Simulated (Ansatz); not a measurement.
Here is the system:

BaTiO3 (cubic perovskite)

```
CELL_PARAMETERS angstrom
      8.03847     0.00000     0.00000
      0.00000     4.01924     0.00000
      0.00000     0.00000     4.01924
ATOMIC_POSITIONS crystal
  Ba 0.00000 0.00000 0.00000
  Ba 0.50000 0.00000 0.00000
  Ti 0.25000 0.50000 0.50000
  Ti 0.75000 0.50000 0.50000
  O  0.00000 0.50000 0.50000
  O  0.50000 0.50000 0.50000
  O  0.25000 0.50000 0.00000
  O  0.75000 0.50000 0.00000
  O  0.25000 0.00000 0.50000
  O  0.75000 0.00000 0.50000
```

A phonon eigenvector at X = (0.5, 0.0, 0.0) is frozen into this cell: atom i moves by Q times the vector below, so Q is the largest atomic displacement, in Å. The cell is held. It is one choice among 2 degenerate patterns. (q is in reciprocal vectors of the primitive cell; the cell shown is doubled to hold the pattern.)

| atom | x | y | z |
|---|---|---|---|
| Ti3 | 0.000 | 0.000 | 0.204 |
| Ti4 | 0.000 | 0.000 | -0.204 |
| O7 | 0.000 | 0.000 | 0.983 |
| O8 | 0.000 | 0.000 | -0.983 |
| O9 | 0.000 | 0.000 | -1.000 |
| O10 | 0.000 | 0.000 | 1.000 |

Atoms not listed stay in place.

Method: PBE (plane waves to 420 eV, PAW, scalar-relativistic; Ansatz, a program for electronic structure). k mesh 4×8×8 (Γ-centred), Fermi-Dirac smearing 0.05 eV. E stands for the smeared free energy. BaTiO3 is run without spin polarisation. BaTiO3 was relaxed with its symmetry unable to fall. This is a high-temperature form of BaTiO3. The zero of ΔE is the undisplaced structure.

The scan covers Q from -0.280 to 0.280 Å in 13 points.

**Question.** Is this a single well or a double well?

**Answer.** A single well with its minimum at or next to zero displacement.

**Question.** Which space group does the distorted structure have?

**Answer.** Pmma (No. 51), lowered from Pm-3m.

**Question.** What is the energy change at Q = 0.280 Å?

**Answer.** 1761 meV/cell.

(For displaced atoms, the force is minus the slope of the energy, and its curvature is a force constant, which sets phonon frequencies.)
